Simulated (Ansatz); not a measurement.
TiSi2:
```cif
data_Si16Ti8
_chemical_formula_sum 'Ti8 Si16'
_space_group_name_H-M_alt 'Fddd :1'
_space_group_IT_number 70
_space_group_name_Hall 'F 2 2 -1d'
_cell_length_a 4.77577
_cell_length_b 8.22808
_cell_length_c 8.53127
_cell_angle_alpha 90.000
_cell_angle_beta 90.000
_cell_angle_gamma 90.000
loop_
_atom_site_label
_atom_site_type_symbol
_atom_site_symmetry_multiplicity
_atom_site_Wyckoff_symbol
_atom_site_fract_x
_atom_site_fract_y
_atom_site_fract_z
_atom_site_occupancy
Ti1 Ti 8 b 0.50000 0.50000 0.50000 1
Si1 Si 16 f 0.00000 0.16205 0.00000 1
```
(The calculation used a cell of 6 atoms; values per cell refer to that cell.)

Relaxed at zero pressure with r²SCAN in the plane-wave PAW code Ansatz.

The volume is raised by 6 % and shape and atoms relax at that volume. What pressure results, and how do the axes share the change?

-7.5 GPa; a 2.0 %, b 2.4 %, c 1.4 %; the energy rises by 21 meV/atom.

Give the new structure.


Space group Fddd, origin choice 1 (No. 70); a = 4.873 Å, b = 8.427 Å, c = 8.653 Å, α = 90.00°, β = 90.00°, γ = 90.00°

```
atom  site  symmetry       x       y       z
----  ----  --------  ------  ------  ------
Ti      8b       222  0.5000  0.5000  0.5000
Si     16f       .2.  0.0000  0.1615  0.0000
```

The phase is kept; no other phase was compared at this pressure.

The r²SCAN relaxation kept the symmetry of its start; of distortions, only those at the zone centre were tested. The run is not spin-polarised.

Potentials: the earlier of the program's two PAW sets.
